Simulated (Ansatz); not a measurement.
ScPt3 (Cu3Au type)

```
CELL_PARAMETERS angstrom
      7.84478     0.00000     0.00000
      3.92239     3.92239     0.00000
      3.92239     0.00000     3.92239
ATOMIC_POSITIONS crystal
  Sc 0.00000 0.00000 0.00000
  Sc 0.50000 0.00000 0.00000
  Pt 0.00000 0.50000 0.00000
  Pt 0.50000 0.50000 0.00000
  Pt 0.50000 0.50000 0.50000
  Pt 0.00000 0.50000 0.50000
  Pt 0.00000 0.00000 0.50000
  Pt 0.50000 0.00000 0.50000
```

A phonon eigenvector at R = (0.5, 0.5, 0.5) is frozen into this cell: atom i moves by Q times the vector below, so Q is the largest atomic displacement, in Å. The cell is held. It is one choice among 3 degenerate patterns. (q is in reciprocal vectors of the primitive cell; the cell shown is doubled to hold the pattern.)

```
atom       x       y       z
----  ------  ------  ------
Sc1    0.000   0.000  -1.000
Sc2    0.000   0.000   1.000
Pt5    0.000   0.174   0.000
Pt6    0.000  -0.174   0.000
Pt7    0.174   0.000   0.000
Pt8   -0.174   0.000   0.000
```

Atoms not listed stay in place.

Level of theory: LDA (plane waves to 420 eV, PAW, scalar-relativistic; Ansatz, a quantum-chemistry and plane-wave program). k mesh 12×12×12 (Γ-centred), Fermi-Dirac smearing 0.05 eV. The energy includes the smearing's −TS. With partly filled bands, energies and forces of such displacements shift with the k mesh and the smearing. ScPt3 is run without spin polarisation. ScPt3 was relaxed with its symmetry unable to fall. Spin-orbit coupling is left out, though Pt is heavy. ΔE is measured from the undisplaced structure.

Problem. What ΔE (meV/cell) and −dE/dQ from forces (eV/Å) does the calculation give at Q (Å) = -0.100, -0.033, 0.017, 0.050, 0.067?

Solution. 
| Q (Å) | ΔE (meV/cell) | −dE/dQ from forces (eV/Å) |
|---|---|---|
| -0.100 | 124 | 2.499 |
| -0.033 | 14 | 0.816 |
| 0.017 | 3 | -0.407 |
| 0.050 | 31 | -1.228 |
| 0.067 | 55 | -1.645 |

(For displaced atoms, the force is minus the slope of the energy, and its curvature is a force constant, which sets phonon frequencies.)
